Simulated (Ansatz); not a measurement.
PbSe (zinc blende, F-43m), DFT-PBE in the program Ansatz with PAW potentials: ε∞ = 7.82, cell volume 82.12 Å³. Infrared-active transverse modes:

| ω_TO (cm⁻¹) | oscillator strength S_xx (e²/amu) |
|---|---|
| 117.1 | 0.08659 |

Compute the static dielectric constant.

Each mode adds (4.921e7/V) S/ω²: 3.78. So ε0 = 11.6.

What LO frequency does the Lyddane–Sachs–Teller relation give?

ω_LO = ω_TO √(ε0/ε∞) = 143 cm⁻¹.

The cell is a constructed one: a structure type filled with these elements; neither database checked (COD, Materials Project) lists it. It is not the phase usual at ambient conditions (space group No. 225). Symmetry was held in the PBE relaxation. At this level the phase is mechanically unstable. Spin–orbit coupling is left out wherever it is not named.

Potentials: the later of the program's two PAW sets.
